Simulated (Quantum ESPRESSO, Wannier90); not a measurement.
**CdSe (zinc blende): Wannier90 run**

Structure: Materials Project mp-2691, symmetrised, not relaxed again. Not found in the COD (Crystallography Open Database) copy used, which has the formula in other groups; not checked further. Level: PBE, no spin polarisation, no spin-orbit coupling; pw.x of Quantum ESPRESSO at 82 Ry with PseudoDojo potentials, 10×10×10 k-points, Wannier90. Density: 10×10×10 mesh, cold smearing 0.01 Ry. Spin-orbit coupling, left out, would split the p-like bands by a few tenths of an eV.

On the energy scale of pw.x, whose zero is arbitrary, the valence-band maximum lies at 7.36 eV.

Input w.win:

```
num_bands = 17
num_wann = 8
exclude_bands = 1-9,11-15
num_iter = 800
conv_tol = 1.0e-6
conv_window = 4
dis_num_iter = 1000
dis_conv_tol = 1.0e-6
dis_froz_max = 8.91
write_hr = true
write_u_matrices = true
begin projections
Cd: s;p
Se: s;p
end projections
begin unit_cell_cart
ang
    0.0000000000    3.0702700000    3.0702700000
    3.0702700000    0.0000000000    3.0702700000
    3.0702700000    3.0702700000    0.0000000000
end unit_cell_cart
begin atoms_frac
Cd   0.0000000000  0.0000000000  0.0000000000
Se   0.2500000000  0.2500000000  0.2500000000
end atoms_frac
mp_grid = 10 10 10
begin kpoints
0.0000000000 0.0000000000 0.0000000000
0.0000000000 0.0000000000 0.1000000000
0.0000000000 0.0000000000 0.2000000000
... (997 more lines: the 10x10x10 mesh through Gamma)
end kpoints
```

Input of pw2wannier90.x that gives the overlap and projection files (equivalent; here they were cut from one run over all bands):

```
&inputpp
  outdir = './out'
  prefix = 'pwscf'
  seedname = 'w'
  write_amn = .true.
  write_mmn = .true.
/
```

Output w.wout (banner and timings cut):

```
                                    ------
                                    SYSTEM
                                    ------

                              Lattice Vectors (Ang)
                    a_1     0.000000   3.070270   3.070270
                    a_2     3.070270   0.000000   3.070270
                    a_3     3.070270   3.070270   0.000000

                   Unit Cell Volume:      57.88416  (Ang^3)

                        Reciprocal-Space Vectors (Ang^-1)
                    b_1    -1.023230   1.023230   1.023230
                    b_2     1.023230  -1.023230   1.023230
                    b_3     1.023230   1.023230  -1.023230

 *----------------------------------------------------------------------------*
 |   Site       Fractional Coordinate          Cartesian Coordinate (Ang)     |
 +----------------------------------------------------------------------------+
 | cd   1   0.00000   0.00000   0.00000   |    0.00000   0.00000   0.00000    |
 | se   1   0.25000   0.25000   0.25000   |    1.53513   1.53513   1.53513    |
 *----------------------------------------------------------------------------*
                                ------------
                                K-POINT GRID
                                ------------

             Grid size = 10 x 10 x 10      Total points = 1000

 *---------------------------------- MAIN ------------------------------------*
 |  Number of Wannier Functions               :                 8             |
 |  Number of Objective Wannier Functions     :                 8             |
 |  Number of input Bloch states              :                17             |
 |  Output verbosity (1=low, 5=high)          :                 1             |
 |  Timing Level (1=low, 5=high)              :                 1             |
 |  Optimisation (0=memory, 3=speed)          :                 3             |
 |  Length Unit                               :               Ang             |
 |  Post-processing setup (write *.nnkp)      :                 F             |
 |  Using Gamma-only branch of algorithms     :                 F             |
 *----------------------------------------------------------------------------*
 *------------------------------- WANNIERISE ---------------------------------*
 |  Total number of iterations                :               800             |
 |  Number of CG steps before reset           :                 5             |
 |  Trial step length for line search         :             2.000             |
 |  Convergence tolerence                     :         0.100E-05             |
 |  Convergence window                        :                 4             |
 |  Iterations between writing output         :                 1             |
 |  Iterations between backing up to disk     :               100             |
 |  Write r^2_nm to file                      :                 F             |
 |  Write xyz WF centres to file              :                 F             |
 |  Write on-site energies <0n|H|0n> to file  :                 F             |
 |  Use guiding centre to control phases      :                 F             |
 |  Use phases for initial projections        :                 F             |
 *----------------------------------------------------------------------------*
 *------------------------------- DISENTANGLE --------------------------------*
 |  Using band disentanglement                :                 T             |
 |  Total number of iterations                :              1000             |
 |  Mixing ratio                              :             0.500             |
 |  Convergence tolerence                     :         1.000E-06             |
 |  Convergence window                        :                 3             |
 *----------------------------------------------------------------------------*
 *-------------------------------- PLOTTING ----------------------------------*
 |  Plotting Hamiltonian in WF basis          :                 T             |
 *----------------------------------------------------------------------------*

       ... (k-mesh section left out)

 Starting a new Wannier90 calculation ...

 Reading overlaps from w.mmn

 Reading projections from w.amn

 *------------------------------- DISENTANGLE --------------------------------*
 +----------------------------------------------------------------------------+
 |                              Energy  Windows                               |
 |                              ---------------                               |
 |                   Outer:   -5.07904  to   30.14393  (eV)                   |
 |                   Inner:   -5.07904  to    8.91000  (eV)                   |
 +----------------------------------------------------------------------------+
   Number of target bands to extract:    8

                   Unitarised projection of Wannier functions
                   ------------------------------------------
   A_mn = <psi_m|g_n> --> S = A.A^+ --> U = S^-1/2.A
   In dis_project... done
   Using an inner window (linner = T)
   In dis_proj_froz... done

                   Extraction of optimally-connected subspace
                   ------------------------------------------
 +---------------------------------------------------------------------+<-- DIS
 |  Iter     Omega_I(i-1)      Omega_I(i)      Delta (frac.)           |<-- DIS
 +---------------------------------------------------------------------+<-- DIS
       1      15.32821531      14.21475337       7.833E-02    <-- DIS
       2      14.67236794      13.89773643       5.574E-02    <-- DIS
       3      14.24186064      13.67987847       4.108E-02    <-- DIS
       4      13.92590162      13.51425842       3.046E-02    <-- DIS
       5      13.69107779      13.38334687       2.299E-02    <-- DIS
       6      13.51255242      13.27691622       1.775E-02    <-- DIS
       ... (lines left out)
     101      12.39166047      12.39158900       5.768E-06    <-- DIS
       ... (lines left out)
     201      12.37855507      12.37852011       2.824E-06    <-- DIS
       ... (lines left out)
     301      12.37710457      12.37709117       1.083E-06    <-- DIS
       ... (lines left out)
     310      12.37706424      12.37705198       9.908E-07    <-- DIS
     311      12.37706016      12.37704801       9.810E-07    <-- DIS
     312      12.37705615      12.37704413       9.714E-07    <-- DIS

             <<<      Delta < 1.000E-06  over  3 iterations     >>>
             <<< Disentanglement convergence criteria satisfied >>>

        Final Omega_I    12.37704413 (Ang^2)

 +----------------------------------------------------------------------------+

 Writing checkpoint file w.chk... done

 *------------------------------- WANNIERISE ---------------------------------*
 +--------------------------------------------------------------------+<-- CONV
 | Iter  Delta Spread     RMS Gradient      Spread (Ang^2)            |<-- CONV
 +--------------------------------------------------------------------+<-- CONV

 ------------------------------------------------------------------------------
 Initial State
  WF centre and spread    1  ( -0.000016, -0.000014,  0.000033 )     2.54415753
  WF centre and spread    2  ( -0.000386,  0.000147, -0.000973 )     3.01339029
  WF centre and spread    3  (  0.000388, -0.000186, -0.000645 )     3.01293412
  WF centre and spread    4  (  0.000406,  0.000430,  0.000743 )     3.01396603
  WF centre and spread    5  (  1.535138,  1.535138,  1.535129 )     1.30368058
  WF centre and spread    6  (  1.534947,  1.535090,  1.535127 )     1.79978920
  WF centre and spread    7  (  1.535150,  1.535035,  1.535154 )     1.79972285
  WF centre and spread    8  (  1.535172,  1.535143,  1.535427 )     1.79984708
  Sum of centres and spreads (  6.140799,  6.140782,  6.139995 )    18.28748767

      0     0.183E+02     0.0000000000       18.2874876667  <-- CONV
        O_D=      0.0063309 O_OD=      5.9041126 O_TOT=     18.2874877 <-- SPRD
 ------------------------------------------------------------------------------
      1    -0.557E-01     0.0980401747       18.2317756907  <-- CONV
        O_D=      0.0079505 O_OD=      5.8467811 O_TOT=     18.2317757 <-- SPRD
      2    -0.949E-01     0.1643330829       18.1369179161  <-- CONV
        O_D=      0.0090466 O_OD=      5.7508272 O_TOT=     18.1369179 <-- SPRD
      3    -0.609E-01     0.1809743412       18.0760486423  <-- CONV
        O_D=      0.0081151 O_OD=      5.6908894 O_TOT=     18.0760486 <-- SPRD
      4    -0.265E-01     0.1151269099       18.0495568455  <-- CONV
        O_D=      0.0066786 O_OD=      5.6658341 O_TOT=     18.0495568 <-- SPRD
      5    -0.116E-01     0.0819281871       18.0379433260  <-- CONV
        O_D=      0.0059695 O_OD=      5.6549297 O_TOT=     18.0379433 <-- SPRD
       ... (lines left out)
    100    -0.314E-01     0.1095907925       16.5898032673  <-- CONV
        O_D=      0.0091273 O_OD=      4.2036318 O_TOT=     16.5898033 <-- SPRD
       ... (lines left out)
    200    -0.868E-02     0.0625725684       15.8071232958  <-- CONV
        O_D=      0.0069538 O_OD=      3.4231253 O_TOT=     15.8071233 <-- SPRD
       ... (lines left out)
    300    -0.178E-02     0.0241156191       15.0902653313  <-- CONV
        O_D=      0.0055458 O_OD=      2.7076754 O_TOT=     15.0902653 <-- SPRD
       ... (lines left out)
    400    -0.250E-02     0.0304100607       14.4354985724  <-- CONV
        O_D=      0.0045802 O_OD=      2.0538742 O_TOT=     14.4354986 <-- SPRD
       ... (lines left out)
    500    -0.802E-04     0.0059773882       14.3755568348  <-- CONV
        O_D=      0.0047886 O_OD=      1.9937241 O_TOT=     14.3755568 <-- SPRD
       ... (lines left out)
    600    -0.288E-05     0.0010226074       14.3735909423  <-- CONV
        O_D=      0.0048638 O_OD=      1.9916831 O_TOT=     14.3735909 <-- SPRD
       ... (lines left out)
    659    -0.766E-06     0.0005828552       14.3734699889  <-- CONV
        O_D=      0.0048719 O_OD=      1.9915539 O_TOT=     14.3734700 <-- SPRD
    660    -0.838E-06     0.0005238270       14.3734691513  <-- CONV
        O_D=      0.0048720 O_OD=      1.9915530 O_TOT=     14.3734692 <-- SPRD
    661    -0.711E-06     0.0007315025       14.3734684401  <-- CONV
        O_D=      0.0048720 O_OD=      1.9915523 O_TOT=     14.3734684 <-- SPRD
             <<<     Delta < 1.000E-06  over  4 iterations     >>>
             <<< Wannierisation convergence criteria satisfied >>>
 Final State
  WF centre and spread    1  (  0.499697, -0.500180,  0.499391 )     2.10864301
  WF centre and spread    2  ( -0.500020, -0.499073, -0.500084 )     2.10925901
  WF centre and spread    3  (  0.500088,  0.499483, -0.499946 )     2.11114338
  WF centre and spread    4  ( -0.499270,  0.500251,  0.499666 )     2.10865926
  WF centre and spread    5  (  1.244483,  1.253595,  1.819922 )     1.40991360
  WF centre and spread    6  (  1.479559,  1.475464,  1.133228 )     1.50746191
  WF centre and spread    7  (  1.934590,  1.473675,  1.597275 )     1.50830074
  WF centre and spread    8  (  1.480504,  1.936345,  1.591761 )     1.51008753
  Sum of centres and spreads (  6.139631,  6.139560,  6.141213 )    14.37346844

         Spreads (Ang^2)       Omega I      =    12.377044125
        ================       Omega D      =     0.004872007
                               Omega OD     =     1.991552308
    Final Spread (Ang^2)       Omega Total  =    14.373468440
```
